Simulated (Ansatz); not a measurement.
# Electric field gradients in ZnS

The cell is a computed structure from the Materials Project (it need not be an observed phase), whose atoms a relaxation with PBE at fixed cell left in place.

```
Zn S
1.0
     3.80580    0.00000    0.00000
    -1.90290    3.29592    0.00000
     0.00000    0.00000    6.23798
Zn S
2 2
Direct
  0.33333 0.66667 0.00014
  0.66667 0.33333 0.50014
  0.33333 0.66667 0.37486
  0.66667 0.33333 0.87486
```

Atoms are numbered from 1 in the order listed; like atoms form one site, named after its first atom.

Method: Kohn–Sham DFT in Ansatz, PBE, plane waves and PAW, scalar-relativistic, 420 eV cutoff, Γ-centred 10×10×6 k-points, Fermi–Dirac smearing 0.01 eV.

C_Q = eQV_zz/h, which is 24.18 MHz for Q = 1 b and V_zz = 10²¹ V/m²; η = (V_xx − V_yy)/V_zz. ν_Q = 3|C_Q|/[2I(2I − 1)].

Zn-67: I = 5/2, Q = 122.0 mb; S-33: I = 3/2, Q = -69.40 mb. Nuclear quadrupole moments: year-2017 set (Pyykkö).

Question: Which values are expected at the nuclei?

Answer: 

```csv
site,atoms (order as listed),first shell,C_Q (MHz),η,ν_Q (MHz)
Zn,"1, 2",4 S at 2.33–2.34 Å,0.207,0.00,0.031
S,"3, 4",4 Zn at 2.33–2.34 Å,-0.411,0.00,0.205
```

An axis of threefold or higher order runs through Zn and S, so V_zz lies along it and η is zero.
